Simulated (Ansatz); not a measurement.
Cr (bcc, W type)

```
Cr
1.0
   -1.41466     1.41466     1.41466
    1.41466    -1.41466     1.41466
    1.41466     1.41466    -1.41466
Cr
1
Direct
  0.00000   0.00000   0.00000
```

The slice is a {211} plane (indices of the conventional cell) through the point (0.000, 0.000, 0.000) (fractional), spanned by u = [111] and v = [1 0 -1] in vectors of this cell: u (2.45 Å) and v (4.00 Å, at 90° to u). It covers one period; positions are fractions (u, v).

The numbers are results of r2SCAN (plane waves to 500 eV, PAW, scalar-relativistic; Ansatz, a first-principles code), not measurements. k mesh 23×23×23. These are valence fields of a PAW run, semicore shells included where kept as valence: close to a nucleus they are smooth pseudo fields. Cr is run without spin polarisation. Cr was relaxed with its symmetry unable to fall. Real Cr orders magnetically; this run has no moments, which shifts volume and moduli.

Problem. What is the ELF at the midpoint of the shortest Cr–Cr line in this plane (2.45 Å)?

Solution. 0.3.

Problem. What is the valence density on the shortest Cr–Cr line in this plane (2.45 Å), at its midpoint?

Solution. 0.39 e/Å³.

Problem. Predict the map of the electron localisation function (ELF) on the slice.

Solution. 
```
|xxxxxxxx%%==....::::....==%%xxxxxx|
|xxxxxx@@**--  ..::::..  --**@@xxxx|
|xxxx@@##--..  ..----..  ..--##@@xx|
|%%%%**--..    ::====::    ..--**%%|
|====::      ..--++++--..      ::==|
|....      ..--++****++--..      ..|
|        ..--==++****++==--..      |
|::::::--====++++****++++====--::::|
|========++++++++++++++++++++======|
|++++++++====================++++++|
|++++++==--------------------==++++|
|++++==----::::::::::::::::----==++|
|====----::::::::::::::::::::----==|
|====--::::::::::::::::::::::::--==|
|====----::::::::::::::::::::----==|
|++++==----::::::::::::::::----==++|
|++++++==--------------------==++++|
|++++++++====================++++++|
|========++++++++++++++++++++======|
|::::::--====++++****++++====--::::|
|        ..--==++****++==--..      |
|....      ..--++****++--..      ..|
|====::      ..--++++--..      ::==|
|%%%%**--..    ::====::    ..--**%%|
|xxxx@@##--..  ..----..  ..--##@@xx|
|xxxxxx@@**--  ..::::..  --**@@xxxx|
|xxxxxxxx%%==....::::....==%%xxxxxx|
|xxxxxxxx@@++....::::....++@@xxxxxx|
```
Scale: ten equal steps from 0.14 (start of ' ') to 0.73 (end of '@'), in the order ' .:-=+*#%@'. Values: electron localisation function (ELF). The map has 17 points along u (two characters each, u = 0 at the left) and 28 along v (v = 0 in the bottom row). Points within 0.5 Å of a nucleus are blanked (x), as the pseudised field means little there.
